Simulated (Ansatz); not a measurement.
A geometry of C away from equilibrium: step 3 of the relaxation of a relaxed C cell, doubled along one cell vector, shaken by Gaussian noise of σ = 0.08 Å a coordinate. Computed with PBE (plane waves to 420 eV, PAW, scalar-relativistic; Ansatz, a program for electronic structure). Γ-centred k-mesh 11×11×6 on the run's cell (coarser than for final values), Fermi–Dirac smearing 0.05 eV. The plane waves were selected for a different cell earlier on the path.

```yaml
crystal:
  lattice:
    - [0.00336, 1.75847, 1.75876]
    - [1.75308, 0.01112, 1.75100]
    - [3.50780, 3.50306, 0.02060]
  atoms:
    - { symbol: C, position: [0.79046, 0.77062, 0.35899] }
    - { symbol: C, position: [0.78905, 0.77456, 0.85747] }
    - { symbol: C, position: [0.54001, 0.52091, 0.23390] }
    - { symbol: C, position: [0.54256, 0.51849, 0.73238] }
```

Task: Give the Cartesian forces on all atoms (eV/Å).

Result: 
```
atom     Fx     Fy     Fz
----  -----  -----  -----
C1    -0.19  -0.15   0.06
C2    -0.39   0.34  -0.29
C3    -0.02  -0.07   0.13
C4     0.60  -0.12   0.10
```

The path ends in Fd-3m (No. 227) (diamond type). No spin polarisation in the result.
